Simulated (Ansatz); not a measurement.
A distorted cell of Mg$_{3}$Sb$_{2}$ (A-La2O3 type, space group P-3m1):

```
CELL_PARAMETERS angstrom
      4.63866     0.00000     0.00000
     -2.31933     4.01720     0.00000
      0.00000     0.00000     6.94781
ATOMIC_POSITIONS crystal
  Sb 0.33333 0.66667 0.22580
  Sb 0.66667 0.33333 0.77420
  Mg 0.00000 0.00000 0.00000
  Mg 0.33333 0.66667 0.63237
  Mg 0.66667 0.33333 0.36763
```

Method: PBE (plane waves to 420 eV, PAW, scalar-relativistic; Ansatz, a first-principles code). k mesh 12×12×7 (Γ-centred), Fermi-Dirac smearing 0.05 eV. Energies are smeared free energies. Stress and pressure are positive under compression. As the atoms are clamped, bonds stretch with the cell, which overstates energies and stresses. Mg3Sb2 was relaxed with its symmetry unable to fall. Spin-orbit coupling is left out, though Sb is heavy.

**Question.** What is the stress tensor (GPa)?

**Answer.** 
```
   0.01     0.00     0.00
   0.00     0.01     0.00
   0.00     0.00     3.89
```
The pressure, a third of the trace, is 1.30 GPa.

**Question.** It is the relaxed cell deformed to V/V₀ = 0.973, (c/a)/(c/a)₀ = 0.947, c along z, fractional positions held. What is its energy relative to the relaxed cell?

**Answer.** 14.0 meV/atom.

(A scan under strain: stresses follow from slopes of the energy per volume, elastic moduli from its curvatures.)
